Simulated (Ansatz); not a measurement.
An Ansatz (a program for electronic structure) input:

Ansatz 0.2 input:
```yaml
crystal:
  lattice:
    - [3.2769655415, 0.0, 0.0]
    - [-1.6384827708, 2.8379354063, 0.0]
    - [0.0, 0.0, 12.7353801749]
  atoms:
    - { symbol: Se, position: [0.3333333333, 0.6666666667, 0.6185552924] }
    - { symbol: Se, position: [0.6666666667, 0.3333333333, 0.1185552924] }
    - { symbol: Se, position: [0.3333333333, 0.6666666667, 0.8814447076] }
    - { symbol: Se, position: [0.6666666667, 0.3333333333, 0.3814447076] }
    - { symbol: Mo, position: [0.3333333333, 0.6666666667, 0.25] }
    - { symbol: Mo, position: [0.6666666667, 0.3333333333, 0.75] }
kpoints:
  mp_grid: { grid: [8, 8, 2] }
basis: { xc_grid: 2 }
hamiltonian:
  xc: pbe
  dispersion: d3bj
  pseudopotentials: { kind: paw }
scf:
  occupations: { method: fixed }
output:
  optics: { e_range: [0.0, 15.0], de: 0.05, sigma: 0.1, bands: { spectra_wanted_up_to: 12 eV } }
```

Question: How many symmetry operations and irreducible k-points will the run report?

Answer: 24 operations, 20 of 128 k-points.

Question: With a cutoff of 420 eV, how many plane waves at Γ?

Answer: 2347.

It took around 4 core-minutes (rough) on shared server cores.

Space group P6_3/mmc. The PBE+D3(BJ) relaxation kept the symmetry of its start; phonons on a q-mesh show no instability. No spin polarisation was allowed. Scalar-relativistic: spin–orbit coupling is off unless named, which matters more the heavier the elements.

Potentials: the later of the program's two PAW sets.

Ansatz is a plane-wave DFT program.
